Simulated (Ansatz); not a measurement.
## BeB₂N: start and end of a relaxation

Recipe of this trial structure of BeB₂N: random cell by space group and Wyckoff sites (C2/m, No. 12). The dimensions are guesses.

start.cif

```cif
data_structure
_symmetry_space_group_name_H-M 'C2/m'
_symmetry_Int_Tables_number 12
_cell_length_a 3.7999
_cell_length_b 3.0448
_cell_length_c 5.5736
_cell_angle_alpha 90.000
_cell_angle_beta 101.832
_cell_angle_gamma 90.000
_cell_volume 63.12
loop_
_atom_site_label
_atom_site_type_symbol
_atom_site_symmetry_multiplicity
_atom_site_Wyckoff_symbol
_atom_site_fract_x
_atom_site_fract_y
_atom_site_fract_z
_atom_site_occupancy
Be1 Be 2 a 0.00000 0.00000 0.00000 1
B1 B 4 f 0.75000 0.75000 0.50000 1
N1 N 2 d 0.00000 0.50000 0.50000 1
```

Computed with Ansatz, DFT PBE, scalar-relativistic, plane waves, PAW. Cutoff 420 eV, Gaussian smearing, Γ-centred meshes. Cell and atoms relax first on a coarse mesh and then on a finer one. In between, the cell is made exact in the group found at 0.06 Å. In metals the finer mesh still leaves noise of several meV/atom or more. The steps can't lower the symmetry of their start. No spin polarisation in the relaxation; trial moments died out in a coarse test.

end.cif

```cif
data_structure
_symmetry_space_group_name_H-M 'Cmmm'
_symmetry_Int_Tables_number 65
_cell_length_a 3.0935
_cell_length_b 7.2680
_cell_length_c 2.6579
_cell_angle_alpha 90.000
_cell_angle_beta 90.000
_cell_angle_gamma 90.000
_cell_volume 59.76
loop_
_atom_site_label
_atom_site_type_symbol
_atom_site_symmetry_multiplicity
_atom_site_Wyckoff_symbol
_atom_site_fract_x
_atom_site_fract_y
_atom_site_fract_z
_atom_site_occupancy
Be1 Be 2 a 0.00000 0.00000 0.00000 1
B1 B 4 f 0.25000 0.25000 0.50000 1
N1 N 2 c 0.50000 0.00000 0.50000 1
```

The symmetry goes from C2/m (No. 12) to Cmmm (No. 65). The volume per atom shrinks by 5.3 %, from 7.9 to 7.5 Å³. The shortest distance goes from 1.22 Å (B–N) to 1.55 Å (B–B). The energy falls by about 2.7 eV/atom (the start's value is from the coarse mesh).

- Volume per atom: 7.47 Å³
- Density: 2.48 g/cm³
- Energy over the elements: +0.76 eV/atom
- Gap on the 16×16×18 mesh of the 4-atom cell: 0 eV (a metal)

Energies over the elements count from the elements' standard structures at the same level (N₂ as a molecule), with no fitted energy shifts. The separate elements lie lower, so it is unstable against them.

The last run used Gaussian smearing of 0.10 eV. An odd number of electrons in the primitive cell allows no gap without spin; a larger cell or a magnetic state could open one. Symmetry constrained the relaxation, so the result can be a saddle point. In all, the 4 runs took 9.5 min on 1 thread of Intel(R) Xeon(R) Processor @ 2.50GHz (Skylake/Cascade Lake) (shared host).
